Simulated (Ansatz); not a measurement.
Consider the following.

CuAu3:
```yaml
crystal:
  lattice:
    - [3.97419, 0.00000, 0.00000]
    - [0.00000, 3.97419, 0.00000]
    - [0.00000, 0.00000, 3.97419]
  atoms:
    - { symbol: Cu, position: [0.00000, 0.00000, 0.00000] }
    - { symbol: Au, position: [0.50000, 0.50000, 0.00000] }
    - { symbol: Au, position: [0.00000, 0.50000, 0.50000] }
    - { symbol: Au, position: [0.50000, 0.00000, 0.50000] }
```

This is the PBEsol-relaxed structure.

Task: All from PBEsol in the plane-wave PAW code Ansatz, unless another level is named. Predict the formation energy from the elements (no fitted shifts).

Result: -0.022 eV/atom.

Task: Next, the density of states at the Fermi level?

Result: 0.26 states/eV per atom (mean over ±0.08 eV).

Task: Give the gap with spin–orbit coupling.

Result: none (metallic).

Space group Pm-3m (Cu3Au type). The first step of the workflow began from a Materials Project structure, measured or hypothetical; the Crystallography Open Database files this formula in space group No. 221, but the cells were not matched. Whether it is the stable phase at ambient conditions was not checked. The PBEsol relaxation kept the symmetry of its start; of distortions, only those at the zone centre were tested. No spin polarisation was allowed. The references are the lowest solids computed at this level, not always the standard phases. Spin–orbit coupling is left out wherever it is not named.

Potentials: the later of the program's two PAW sets.
